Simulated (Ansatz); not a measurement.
ZrSiS in space group P4/nmm (No. 129; Zr on 2c, Si on 2a, S on 2c), DFT-PBE in the program Ansatz with PAW potentials, all energies at zero smearing, with the estimated change up to a 700 eV cutoff added, with one set of potentials and settings (totals compare only within such a set). Cell of 6 atoms (2 Zr, 2 Si, 2 S): -11450.858 eV.

```tsv
element	reference phase	E (eV/atom)
Zr	P6_3/mmc, 2 atoms in the cell	-4183.8611
Si	Fd-3m, 2 atoms in the cell	-635.8114
S	Fddd, 32 atoms in the cell	-902.0602
```

Formation energy per atom, worked out: (-11450.858 − 2×(-4183.8611) − 2×(-635.8114) − 2×(-902.0602))/6 = -1.232 eV/atom (-119 kJ per mol of atoms), at 0 K, without zero-point energy or fitted corrections.

The workflow started from a Materials Project entry (that database holds measured and hypothetical structures alike); the Crystallography Open Database files this formula in space group No. 129, but the cells were not matched. Its standing as an ambient phase is unchecked. The cell was relaxed with PBE under the symmetry of its start; whether a distortion lowers the energy is not shown. No spin polarisation was allowed. The references are the lowest solids computed at this level, not always the standard phases.

Potentials: the earlier of the program's two PAW sets.
